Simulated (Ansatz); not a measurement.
# Two states of Ba$_{2}$CuTeO$_{6}$

```yaml
crystal:
  lattice:
    - [0.00000, 5.62477, 0.00000]
    - [5.62477, 0.00000, 0.00000]
    - [2.81239, 2.81239, -4.34795]
  atoms:
    - { symbol: Cu, position: [0.00000, 0.00000, 0.00000] }
    - { symbol: O, position: [0.24400, 0.26300, 0.00000] }
    - { symbol: O, position: [0.26300, 0.75600, 0.00000] }
    - { symbol: O, position: [0.75600, 0.73700, 0.00000] }
    - { symbol: O, position: [0.73700, 0.24400, 0.00000] }
    - { symbol: Te, position: [0.50000, 0.50000, 0.00000] }
    - { symbol: O, position: [0.28100, 0.28100, 0.43800] }
    - { symbol: O, position: [0.71900, 0.71900, 0.56200] }
    - { symbol: Ba, position: [0.75000, 0.25000, 0.50000] }
    - { symbol: Ba, position: [0.25000, 0.75000, 0.50000] }
```

Method: r2SCAN, with U_eff = 6.34 eV on Cu d, V = 1.45 eV between Cu d and O p within 2.421 Å (all-electron-ortho-atomic projectors); PAW, plane waves to 500 eV, 4×4×4 Γ-centred mesh, fermi-dirac occupations (width 0.0215 eV) (Ansatz 0.2.0), atoms fixed.

State A: no moments (no spin polarisation). State B: Cu1 up (collinear spin).

Problem. Which state is lower, and how do they differ?

Solution. State B is lower by 77.4 meV an atom at zero smearing.

| state | free energy (meV/atom) | largest moment in a small sphere (μB) | net moment (μB/cell) | gap on mesh (eV) | pressure (GPa) | largest force (eV/Å) |
| --- | --- | --- | --- | --- | --- | --- |
| A | 77.1 | 0.00 | 0.00 | metal | -0.2 | 0.13 |
| B | 0.0 | 0.75 | 1.00 | 1.35 | -1.3 | 0.13 |

Origin: a database entry at a rescaled volume. Caveats: no spin-orbit coupling, which can shift this gap by tenths of an eV; odd electron count without spin polarisation, so a magnetic state may lie lower; the k mesh is coarse if the cell is a metal.
